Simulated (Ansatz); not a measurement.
Data:

TiSi$_{2}$:
```cif
data_Si8Ti4
_chemical_formula_sum 'Ti4 Si8'
_space_group_name_H-M_alt 'Cmcm'
_space_group_IT_number 63
_space_group_name_Hall '-C 2c 2'
_cell_length_a 3.48593
_cell_length_b 13.25587
_cell_length_c 3.53200
_cell_angle_alpha 90.000
_cell_angle_beta 90.000
_cell_angle_gamma 90.000
loop_
_space_group_symop_operation_xyz
  'x, y, z'
  '-x, -y, -z'
  '-x, -y, z+1/2'
  'x, y, -z+1/2'
  'x, -y, -z'
  '-x, y, z'
  '-x, y, -z+1/2'
  'x, -y, z+1/2'
  'x+1/2, y+1/2, z'
  '-x+1/2, -y+1/2, -z'
  '-x+1/2, -y+1/2, z+1/2'
  'x+1/2, y+1/2, -z+1/2'
  'x+1/2, -y+1/2, -z'
  '-x+1/2, y+1/2, z'
  '-x+1/2, y+1/2, -z+1/2'
  'x+1/2, -y+1/2, z+1/2'
loop_
_atom_site_label
_atom_site_type_symbol
_atom_site_symmetry_multiplicity
_atom_site_Wyckoff_symbol
_atom_site_fract_x
_atom_site_fract_y
_atom_site_fract_z
_atom_site_occupancy
Ti1 Ti 4 c 0.00000 0.10248 0.75000 1
Si1 Si 4 c 0.00000 0.55986 0.25000 1
Si2 Si 4 c 0.00000 0.24959 0.25000 1
```
(The calculation used a cell of 6 atoms; values per cell refer to that cell.)

This is the LDA-relaxed structure.

Task: All from DFT-LDA in the program Ansatz with PAW potentials, unless another level is named. Estimate the highest zone-centre frequency.

Result: 473 cm⁻¹.

Task: What about the bulk modulus (Birch–Murnaghan fit)?

Result: 143 GPa.

The cell was relaxed with LDA under the symmetry of its start. The run is not spin-polarised. As this level gives no gap, phonon frequencies hold no LO–TO term and depend on the k-mesh and smearing (Fermi–Dirac, 0.1 eV here).

Potentials: the earlier of the program's two PAW sets. The files were generated under PBE; for other functionals the program regenerates the frozen cores, and for LDA and PBEsol the local potential too.
